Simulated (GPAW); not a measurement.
## Sn3Se: changing the functional

Space group Fm-3m (No. 225). a = 7.466 Å, b = 7.466 Å, c = 7.466 Å, α = 90.00°, β = 90.00°, γ = 90.00°
| atom | site | symmetry | x | y | z |
| --- | --- | --- | --- | --- | --- |
| Sn | 4b | m-3m | 0.5000 | 0.0000 | 0.0000 |
| Sn | 8c | -43m | 0.2500 | 0.2500 | 0.7500 |
| Se | 4a | m-3m | 0.0000 | 0.0000 | 0.0000 |

The cell comes from a database or a generator and needn't be the stable form of this composition.

Kept alike: task band structure; k mesh 6 × 6 × 6; occupations fermi-dirac, width 0.05 eV; no spin polarisation. Program: GPAW, potentials by row: the program's PAW data sets (release 1.2.1) made for this functional (LDA); GPAW PAW data sets (gpaw-data 1.2.1) (PBE, r2SCAN); PAW data sets generated for this functional (PBEsol), cutoff 600 eV. The mesh is that of the run's cell of 4 atoms. No spin-orbit coupling.

```csv
functional,pressure (GPa)
LDA,-4.66
PBE,-0.43
PBEsol,-3.40
r2SCAN,-1.43
```

Pressure is positive in compression; the values hold the error of the finite cutoff, so their zero can differ a little from the energy's minimum. For a metal such a mesh leaves the last digits unconverged.

Question: What does the functional change here?

Answer: The pressure runs from -4.66 (LDA) to -0.43 GPa (PBE). From PBE: LDA -4.23; PBEsol -2.97; r2SCAN -1.00.
